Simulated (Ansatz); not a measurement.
Relaxation of a generated cell, Au placed in the AFLOW prototype A_hR12_166_2h (as in B); 12 atoms in the cell, which starts as R-3m, hexagonal axes (No. 166), hR12; a = 6.5084 Å, b = 6.5084 Å, c = 16.6629 Å, α = 90.00°, β = 90.00°, γ = 120.00°. Level of theory: PBEsol (plane waves to 420 eV, PAW, scalar-relativistic; Ansatz, a quantum-chemistry and plane-wave program). Γ-centred k-mesh 5×5×5 on the run's cell (coarser than for final values), Fermi–Dirac smearing 0.05 eV. This is the first round of the run. 

The optimiser's lines from the output (shortened; P is positive under compression):

```
relax step   1: F+E_penalty+E_count = -156072.71049367 eV  Δ(F+E_penalty+E_count) = +0.000e0 eV  max|allowed force component| = 1.228e1 eV/Å  Δτ_max = 0.0000 Å  P = +115.855 GPa  Ω = 203.752 Å³  (9 SCF iters, dr2 threshold 1.00e-7 eV, accepted)
relax step   2: F+E_penalty+E_count = -156091.97928795 eV  Δ(F+E_penalty+E_count) = -1.927e1 eV  max|allowed force component| = 3.020e0 eV/Å  Δτ_max = 0.1060 Å  P = +44.691 GPa  Ω = 231.432 Å³  (7 SCF iters, dr2 threshold 1.20e-6 eV, accepted)
relax step   3: F+E_penalty+E_count = -156097.74437058 eV  Δ(F+E_penalty+E_count) = -5.765e0 eV  max|allowed force component| = 1.546e0 eV/Å  Δτ_max = 0.0224 Å  P = +14.129 GPa  Ω = 263.479 Å³  (7 SCF iters, dr2 threshold 1.20e-6 eV, accepted)
relax step   4: F+E_penalty+E_count = -156099.13289996 eV  Δ(F+E_penalty+E_count) = -1.389e0 eV  max|allowed force component| = 3.382e-1 eV/Å  Δτ_max = 0.0591 Å  P = +3.627 GPa  Ω = 279.520 Å³  (7 SCF iters, dr2 threshold 1.20e-6 eV, accepted)
relax step   5: F+E_penalty+E_count = -156099.26705169 eV  Δ(F+E_penalty+E_count) = -1.342e-1 eV  max|allowed force component| = 2.047e-2 eV/Å  Δτ_max = 0.0314 Å  P = -0.371 GPa  Ω = 287.688 Å³  (6 SCF iters, dr2 threshold 1.20e-6 eV, accepted)
relax step   6: F+E_penalty+E_count = -156099.27146238 eV  Δ(F+E_penalty+E_count) = -4.411e-3 eV  max|allowed force component| = 1.272e-2 eV/Å  Δτ_max = 0.0070 Å  P = +0.024 GPa  Ω = 286.958 Å³  (5 SCF iters, dr2 threshold 1.20e-6 eV, accepted)
relax step   7: F+E_penalty+E_count = -156099.27161498 eV  Δ(F+E_penalty+E_count) = -1.526e-4 eV  max|allowed force component| = 6.377e-3 eV/Å  Δτ_max = 0.0026 Å  P = -0.020 GPa  Ω = 287.005 Å³  (6 SCF iters, dr2 threshold 1.08e-8 eV, accepted)
relax step   8: F+E_penalty+E_count = -156099.27165298 eV  Δ(F+E_penalty+E_count) = -3.800e-5 eV  max|allowed force component| = 9.641e-4 eV/Å  Δτ_max = 0.0006 Å  P = -0.000 GPa  Ω = 286.939 Å³  (5 SCF iters, dr2 threshold 1.36e-9 eV, accepted)
relax step   9: F+E_penalty+E_count = -156099.39854307 eV  Δ(F+E_penalty+E_count) = -1.269e-1 eV  max|allowed force component| = 1.034e-2 eV/Å  Δτ_max = 0.0000 Å  P = +1.007 GPa  Ω = 286.939 Å³  stress off target by 1.69e0 GPa  SCF on the basis re-selected at this cell (its energy is not comparable with the rows above)  (11 SCF iters)
relax step  10: F+E_penalty+E_count = -156099.42072332 eV  Δ(F+E_penalty+E_count) = -2.218e-2 eV  max|allowed force component| = 6.188e-3 eV/Å  Δτ_max = 0.0114 Å  P = +0.212 GPa  Ω = 289.017 Å³  (5 SCF iters, dr2 threshold 1.20e-6 eV, accepted)
relax step  11: F+E_penalty+E_count = -156099.42579010 eV  Δ(F+E_penalty+E_count) = -5.067e-3 eV  max|allowed force component| = 2.605e-2 eV/Å  Δτ_max = 0.0102 Å  P = -0.038 GPa  Ω = 289.418 Å³  (5 SCF iters, dr2 threshold 7.82e-7 eV, accepted)
relax step  12: F+E_penalty+E_count = -156099.42628260 eV  Δ(F+E_penalty+E_count) = -4.925e-4 eV  max|allowed force component| = 2.300e-3 eV/Å  Δτ_max = 0.0037 Å  P = -0.012 GPa  Ω = 289.258 Å³  (6 SCF iters, dr2 threshold 4.24e-8 eV, accepted)
relax step  13: F+E_penalty+E_count = -156099.42676861 eV  Δ(F+E_penalty+E_count) = -4.860e-4 eV  max|allowed force component| = 2.180e-3 eV/Å  Δτ_max = 0.0000 Å  P = -0.014 GPa  Ω = 289.258 Å³  stress off target by 1.74e-2 GPa  SCF on the basis re-selected at this cell (its energy is not comparable with the rows above)  (7 SCF iters)
```

From the first to the last row the energy changes by -2.23 eV/atom and the volume by +42.0 %. The last row is marked as not comparable with the walk above it, whose basis was carried along; it does compare with step 1, since both stand on a basis selected at the nominal cutoff for their own cell.

Energy and pressure jump between steps 8 and 9 at one geometry, where the plane-wave basis was selected anew. While the cell walks, the set of plane waves is carried along, so its effective cutoff drifts with the strain; re-selecting it at 420 eV moved the energy by -0.011 eV/atom and the pressure by 1.0 GPa. Only step 1 and rows on a re-selected basis compare with each other.

Later rounds, restarted from the end of this one on a renewed k-mesh, logged 5 more steps and released under 0.01 eV/atom more. The final structure after all rounds: R-3m, hexagonal axes (No. 166), hR12, AFLOW prototype A_hR12_166_2h (as in B); a = b = 7.134 Å, c = 19.710 Å, α = β = 90.00°, γ = 120.00°. Between re-selections the logged energies stand on a plane-wave basis carried along with the cell. No spin polarisation in the result.

The run could not lose the symmetry of its start: the end is stationary, and may be a saddle point rather than a minimum.

The relaxed structure here is a generated cell of Au: the first start was made by placing the elements on the sites of a structure type, and the end was not matched to a known phase here, so it may be hypothetical. Known forms of Au include space group No. 225.
